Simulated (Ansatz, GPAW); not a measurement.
ScF3 and the Hubbard U on Sc d, program beside program

```xyz
4
Lattice="4.0125 0.0000 0.0000 0.0000 4.0125 0.0000 0.0000 0.0000 4.0125" Properties=species:S:1:pos:R:3 pbc="T T T"
Sc    0.0000    0.0000    0.0000
F     0.0000    0.0000    2.0062
F     0.0000    2.0062    0.0000
F     2.0062    0.0000    0.0000
```

Kept alike: task band structure; functional PBEsol; k mesh 7 × 7 × 7; occupations fermi-dirac, width 0.05 eV; no spin polarisation. The mesh is that of the run's cell of 4 atoms. No spin-orbit coupling.

- A: Ansatz, Ansatz PAW, made for PBE, cutoff 420 eV
- B: GPAW, PAW data sets generated for this functional, cutoff 800 eV

| Hubbard U on Sc d (eV) | A: pressure (GPa) | B: pressure (GPa) |
| --- | --- | --- |
| 0 | 0.58 | -0.54 |
| 1 | 1.33 | 0.45 |
| 2 | 2.10 | 1.45 |
| 3 | 2.89 | 2.46 |
| 4 | 3.71 | 3.48 |
| 6 | 5.42 | 5.54 |
| 8 | 7.21 | 7.60 |

U acts on projectors that differ between programs, so one value of U isn't one strength. Pressure is positive in compression; plane-wave values hold the error of the finite cutoff, which Ansatz corrects. Values on potentials made for another functional: all of A.

**Question.** How large is the effect of the Hubbard U on Sc d, and do the programs agree on it?

**Answer.** From 0 to 8 eV the pressure moves by +6.63 in A, +8.14 in B (GPa). Row by row the programs differ by 0.12 to 1.12, and the shifts point the same way but differ by 19 % of the larger.
